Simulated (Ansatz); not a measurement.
Values for one crystal, relaxed and computed with LDA in the plane-wave PAW code Ansatz; other levels are named.

| Item | Result |
|---|---|
| Volume per atom | 11.32 Å³ |
| Band gap | 0.75 eV (smallest direct gap 0.75 eV) |
| Dynamical stability on the path | stable (no imaginary branch) |
| Young's modulus | 117 GPa |
| Conduction-band minimum | at Γ |
| Pressure derivative B′ | 4.5 |
| Elastic constants (relaxed ions, GPa) | C11 = 222, C12 = 142, C13 = 120, C33 = 246, C44 = 36.8 |

Task: Pick the material that matches.
A. ZnO, P6_3mc (Zn on 2a, Zn on 2b, O on 2a, O on 2b)
B. BN, P6_3mc (Pearson symbol hP12)
C. ZnS, zinc blende
D. K2Sn2O3, I2_13 (K on 8a, Sn on 8a, O on 12b)

Result: A, ZnO, P6_3mc (Zn on 2a, Zn on 2b, O on 2a, O on 2b)

A made-up cell: these elements were put on the sites of a structure type. Its sites differ from those of the usual phase in this space group: another stacking or structure type. Symmetry was held in the LDA relaxation.

Potentials: the later of the program's two PAW sets.
